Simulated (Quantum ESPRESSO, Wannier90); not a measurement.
## Wannierisation of MoS2 (R3m)

```
begin unit_cell_cart
ang
   -1.5921498499    2.7576844333    0.0000000000
   -3.1842996998    0.0000000000    0.0000000000
   -1.5921498499    0.9192281444    6.4821000000
end unit_cell_cart
begin atoms_frac
Mo   0.0002200000  0.0002200000 -0.0006600000
S   -0.4129370000 -0.4129370000  0.2388110000
S   -0.2533030000 -0.2533030000 -0.2400910000
end atoms_frac
```

Structure: Materials Project mp-1434, symmetrised, not relaxed again. COD (Crystallography Open Database) has the formula in 3 space groups, this one among them (matched by group alone). Method: PBEsol plane waves in Quantum ESPRESSO 7.5 (PseudoDojo norm-conserving files, 64 Ry, no spin polarisation, no spin-orbit coupling), Bloch states on a 12×12×12 mesh through Γ, Wannier90 4.0.1. Density: 12×12×12 mesh, cold smearing 0.01 Ry. The cell is built of weakly bound layers, chains or molecules, whose nearest atoms lie 3.85 Å apart. Database cells relaxed without dispersion often hold them too far apart, which can enlarge gaps and weakens couplings between them; spacing and stacking were not compared with the measured crystal.

Bands 5-6 form an isolated set from -14.74 to -12.42 eV relative to the valence-band maximum (on the path) and are turned into 2 Wannier functions by minimising the spread from the start: atomic waves S 3s.

Centres (Cartesian, Å; one of the equivalent choices) and spreads:

```tsv
n	x	y	z	spread (Å²)	nearest atom
1	1.592	-0.919	1.343	1.256	S2
2	1.592	-0.919	-1.352	1.255	S3
```

Ω_I = 2.50 Å², Ω_total = 2.51 Å²; the interpolated bands follow pw.x to 0.0 meV rms on the path. Only this start was tried; a symmetric start can stop on a saddle, and mixtures of these functions could lower the total by at most Ω_total − Ω_I.
